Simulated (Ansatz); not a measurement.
With DFT-LDA in the program Ansatz with PAW potentials, Ga in the α-Ga structure (Cmce) relaxes to a = 4.425 Å, b = 7.492 Å, c = 4.433 Å.

Electronic character: metallic (no gap).

An equation-of-state fit gives a bulk modulus of 65.9 GPa. The highest mode at Γ lies at 242 cm⁻¹.

The cell was relaxed with LDA under the symmetry of its start. As this level gives no gap, phonon frequencies hold no LO–TO term and depend on the k-mesh and smearing (Fermi–Dirac, 0.1 eV here). Axis ratios of metals converge slowly with the k-mesh, so a and c are less sure than the volume. Scalar-relativistic: spin–orbit coupling is off unless named, which matters more the heavier the elements.

Potentials: the earlier of the program's two PAW sets. The files were generated under PBE; for other functionals the program regenerates the frozen cores, and for LDA and PBEsol the local potential too.
